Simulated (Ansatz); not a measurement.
# antiNiAs-structured CeSb

Method: PBEsol, scalar-relativistic; collinear spin; PAW, 420 eV, 8×8×6 k-mesh, Gaussian smearing of 0.05 eV; code Ansatz; PAW files: Ansatz's generated set soft_2.

```yaml
crystal:
  lattice:
    - [4.32833, 0.00000, 0.00000]
    - [-2.16416, 3.74844, 0.00000]
    - [0.00000, 0.00000, 7.53494]
  atoms:
    - { symbol: Ce, position: [0.33333, 0.66667, 0.25000] }
    - { symbol: Ce, position: [0.66667, 0.33333, 0.75000] }
    - { symbol: Sb, position: [0.00000, 0.00000, 0.00000] }
    - { symbol: Sb, position: [0.00000, 0.00000, 0.50000] }
```

This is a trial structure: such lanthanide and actinide compounds mostly take the rock-salt structure.

Magnetic state: ferromagnetic, site spin moments Ce 0.70 μB.

Cell and atoms are those of this level's equilibrium.

Path: Γ–M–K–Γ–A–L–H–A | L–M | H–K, with Γ = (0.000, 0.000, 0.000), M = (0.500, 0.000, 0.000), K = (0.333, 0.333, 0.000), A = (0.000, 0.000, 0.500), L = (0.500, 0.000, 0.500), H = (0.333, 0.333, 0.500) in reciprocal vectors of the calculation's cell.

Levels between -6 and 6 eV from the Fermi level at the path's named points:
```tsv
point	spin	below E_F (eV)	above E_F (eV)
Γ	up	-4.38 -1.59 -1.59 -1.10 -1.10 -0.46 -0.27 -0.11	0.12 0.12 0.15 0.18 0.18 0.33 0.33 0.35 0.35 0.37 0.84 0.84 0.94 0.94 1.43 1.43 1.93 2.93 3.18 5.42 5.42 5.51 5.51 5.67
Γ	down	-4.28 -1.50 -1.50 -0.98 -0.98 -0.08	0.10 0.46 0.51 0.51 0.56 0.56 0.69 0.69 0.70 0.70 0.72 0.75 1.16 1.16 1.19 1.19 1.55 1.55 2.13 3.17 3.53 5.56 5.56 5.66 5.66 5.82
M	up	-3.98 -2.69 -2.52 -2.08 -0.87 -0.72 -0.49 -0.06	0.08 0.12 0.13 0.13 0.16 0.19 0.19 0.19 0.19 0.19 0.31 0.86 1.10 2.42 2.80 3.05 3.52 3.58 3.58 3.63 4.38 5.89
M	down	-3.89 -2.63 -2.46 -2.04 -0.76 -0.46 -0.27	0.40 0.47 0.48 0.51 0.54 0.64 0.64 0.67 0.68 0.71 0.72 0.73 1.13 1.37 2.71 2.94 3.25 3.73 3.80 3.81 3.86 4.58
K	up	-2.88 -2.68 -2.68 -2.44 -2.44 -0.81	0.03 0.03 0.07 0.07 0.07 0.14 0.14 0.17 0.17 0.17 0.17 0.21 0.29 0.59 1.47 1.47 3.00 3.00 3.19 4.11 5.18 5.18 5.49 5.49 5.59
K	down	-2.84 -2.58 -2.58 -2.37 -2.37 -0.70	0.37 0.37 0.39 0.52 0.52 0.56 0.56 0.64 0.66 0.70 0.70 0.72 0.72 0.97 1.75 1.75 3.25 3.25 3.38 4.25 5.30 5.30 5.66 5.66 5.83
A	up	-2.56 -2.56 -1.42 -1.42 -1.42 -1.42 -0.12 -0.12	0.18 0.18 0.19 0.19 0.19 0.19 0.26 0.26 0.26 0.26 0.33 0.33 2.11 2.11 2.11 2.11 2.52 2.52 4.17 4.17 4.17 4.17 4.24 4.24
A	down	-2.45 -2.45 -1.33 -1.33 -1.33 -1.33	0.44 0.44 0.55 0.55 0.55 0.55 0.66 0.66 0.66 0.66 0.69 0.69 0.73 0.73 2.26 2.26 2.26 2.26 2.67 2.67 4.30 4.30 4.30 4.30 4.57 4.57
L	up	-2.97 -2.97 -2.29 -2.29 -1.52 -1.52 -0.14 -0.14	0.12 0.12 0.14 0.14 0.17 0.17 0.19 0.19 0.19 0.19 0.46 0.46 1.35 1.35 3.15 3.15 3.83 3.83 4.49 4.49 5.11 5.11
L	down	-2.88 -2.88 -2.22 -2.22 -1.46 -1.46	0.28 0.28 0.49 0.49 0.52 0.52 0.62 0.62 0.69 0.69 0.73 0.73 0.82 0.82 1.65 1.65 3.33 3.33 4.07 4.07 4.65 4.65 5.29 5.29
H	up	-3.29 -3.29 -2.05 -2.05 -1.62 -1.62	0.05 0.05 0.05 0.05 0.15 0.15 0.16 0.16 0.17 0.17 0.18 0.18 0.38 0.38 1.80 1.80 2.68 2.68 3.45 3.45 4.54 4.54 5.27 5.27
H	down	-3.23 -3.23 -2.00 -2.00 -1.50 -1.50	0.42 0.42 0.46 0.46 0.54 0.54 0.59 0.59 0.69 0.69 0.73 0.73 0.79 0.79 2.05 2.05 2.91 2.91 3.59 3.59 4.73 4.73 5.44 5.44
```

**Question.** By these bands, is it a metal or an insulator, and if it has a gap, where are the band edges on this path?

**Answer.** A metal: bands cross the Fermi level.

Formal charges Ce³⁺, Sb³⁻ leave Ce³⁺ with an open 4f¹ shell. Nothing in this functional splits the part-filled shell enough, so f states lie at the Fermi level. Apart from the f shell, rare-earth antimonides and bismuthides of this kind are mostly semimetals, since the Ce 5d band overlaps the anion's p band.

Without a U or exact exchange the f states pile up at the Fermi level, so the metal found here may be the functional's error. No spin–orbit coupling, a notable omission for heavy elements. The run wasn't fully tested for a lower electronic state. Site moments are of spin, integrated over atomic spheres. Only parallel moments were tried, so the real magnetic order may be another.

A lower state of the open shells can't be excluded, and forces and pressures are less sure for it.
